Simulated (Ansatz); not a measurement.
The following input was run with Ansatz 0.2.0.

```yaml
crystal:
  lattice:
    - [4.2729048574, 0.0, 0.0]
    - [0.0, 4.2729048574, 0.0]
    - [0.0, 0.0, 4.378]
  atoms:
    - { symbol: P, position: [0.0, 0.0, 0.0] }
basis:
  ecutwfc: 500
kpoints:
  mp_grid: { grid: [4, 4, 4] }
hamiltonian:
  xc: r2scan
scf:
  occupations: { method: gaussian, width: 0.1 }
output:
  forces: true
  stress: true
  eigenvalues: true
```

Command:
```bash
ansatz run input.yaml --threads 1 --pin off --max-ram 2560MiB --backend cpu --events-out ev --progress --plain --runs-dir out
```

Level of theory: DFT r2SCAN, scalar-relativistic, plane waves, PAW (Ansatz 0.2.0).

From the run's log, abridged:

```
Pseudopotentials: kind: paw
Pseudopotential: P, paw, valence charge 5, recommended cutoff 500 eV (meta_gga)
Functional definition: r2SCAN
Crystal: 1 atom, lattice volume = 79.932 Å³
Basis set: ecut = 500 eV, 2031 PW (Γ), exchange–correlation on 128×128×128 points (64 copies of the dense FFT grid, shifted against one another)
Bands: 7, of which v1, the nominal top of the filled ones, is band 3 counted from 1 (2 counted from 0)
Symmetry: 16 space group operations
Space group: P4/mmm (ITA 123), of the structure as read, at distance tolerance 4.3e-5 Å
k-points: 18 of 64
Initial density: superposition of atomic densities (neutral atoms: chi_scale 0, normalization atom), corrected by the library's trained network
Initial wavefunctions: pseudopotential atomic-orbital guess
Functional: x = r2scan, c = r2scan; τ floored in thin density (d = 2e-4 eV/Å³)
SCF iter   1: F=—  HF=-754.396452 eV  |F-HF|=—  |Δ(HF+E_count)|=         —  Δρ=3.41e-3  dr2=1.71e-2  dr2_τ=1.26e-3  ethr=1.77e-3  ⟨swp⟩=5.3  Hψ=1070  notcnv=0
SCF iter   2: F=—  HF=-754.406500 eV  |F-HF|=—  |Δ(HF+E_count)|=   1.00e-2  Δρ=1.49e-3  dr2=4.88e-3  dr2_τ=1.91e-5  ethr=3.42e-4  ⟨swp⟩=2.9  Hψ=386  notcnv=0  defer=5
SCF iter   3: F=—  HF=-754.406446 eV  |F-HF|=—  |Δ(HF+E_count)|=   5.34e-5  Δρ=7.46e-4  dr2=1.09e-3  dr2_τ=2.74e-6  ethr=9.77e-5  ⟨swp⟩=2.9  Hψ=186  notcnv=0  defer=5
SCF iter   4: F=—  HF=-754.406609 eV  |F-HF|=—  |Δ(HF+E_count)|=   1.63e-4  Δρ=6.95e-4  dr2=3.77e-4  dr2_τ=1.66e-6  ethr=2.17e-5  ⟨swp⟩=2.3  Hψ=172  notcnv=0  defer=5
SCF iter   5: F=—  HF=-754.406586 eV  |F-HF|=—  |Δ(HF+E_count)|=   2.30e-5  Δρ=8.35e-5  dr2=3.17e-6  dr2_τ=2.47e-7  ethr=7.54e-6  ⟨swp⟩=1.0  Hψ=121  notcnv=0  defer=5
SCF iter   6: F=—  HF=-754.406621 eV  |F-HF|=—  |Δ(HF+E_count)|=   3.50e-5  Δρ=6.89e-6  dr2=7.03e-8  dr2_τ=1.11e-9  ethr=2.00e-9  ⟨swp⟩=7.1  Hψ=955  notcnv=0
SCF iter   7: F=-754.406621 eV  HF=-754.406621 eV  |F-HF|=6.55e-9  |Δ(HF+E_count)|=   9.70e-8  Δρ=1.36e-6  dr2=2.06e-9  dr2_τ=2.91e-11  ethr=1.41e-9  ⟨swp⟩=3.1  Hψ=472  notcnv=0
SCF 1 converged in 7 iterations: F = -754.406621 eV  dr2 = 2.06e-9
SCF converged after 7 iterations
Free energy (F): -754.406621 eV
Harris-Foulkes:  -754.406621 eV  (|F-HF|=6.55e-9)
Internal energy: -754.365650 eV  (E = F + TS)
E sigma→0 (E₀):  -754.386135 eV
Entropy (-TS):   -0.040972 eV (-40.972 meV/atom)
Fermi energy:    -2.965609 eV
--- Per-component energies (eV) ---
  E_band       = -33.681871
  E_kinetic    = 61.211483
  E_local      = -138.541674  (includes V_loc(G=0)·N_el)
  E_nonlocal   = 33.068925
  E_hartree    = 35.649377
  E_xc         = -51.568349
  E_vxc        = -56.344847  (∫ρ·V_xc dr)
  E_paw        = -575.561642  (= ΣΔE_a)
  E_vpaw       = -7.789354  (= ΣTr[D̂ρ^β])
  E_aug_tail   = 0.000001  (compensation charges beyond the density's cutoff)
  E_vtau       = 3.414958  (kinetic-family band-sum trace: ∫τ·v_τ [+ j·A + Jᵃ·Aᵃ] dr)
  E_ewald      = -118.532927
  E_core_change = -0.090842  (= ΣΔE_core)
  E_smearing   = -0.040972  (= −TS)
--- Forces (eV/Å), atoms counted from 1 ---
  atom   1  P      0.00000000     0.00000000     0.00000000
--- Stress (GPa, compression-positive) ---
       -3.690786       0.000000       0.000000
        0.000000      -3.690786       0.000000
        0.000000       0.000000      -3.326377
  P = ⅓ Tr σ = -3.5693 GPa (-35.693 kbar)
--- Band table (eV; the first three rows and the last of 18) ---
  k-point 0: bands = ["-12.1446", "-2.5050", "-2.3919", "-2.3919", "2.0463", "5.0635", "5.1552"]
  k-point 1: bands = ["-12.0708", "-3.2164", "-2.3289", "-2.3289", "2.8792", "5.4510", "5.5718"]
  k-point 2: bands = ["-11.9933", "-3.7783", "-2.2634", "-2.2634", "4.1135", "4.7722", "5.8442"]
  k-point 17: bands = ["-11.6586", "-3.3000", "-3.3000", "-3.2103", "4.3280", "4.4222", "4.4222"]
```

The calculation finished and met its thresholds.

The run took 2.8 s on 1 thread of Intel(R) Xeon(R) Platinum 8259CL CPU @ 2.50GHz (Skylake/Cascade Lake), with other jobs on the host, peak memory 0.48 GiB.

The k mesh is coarse.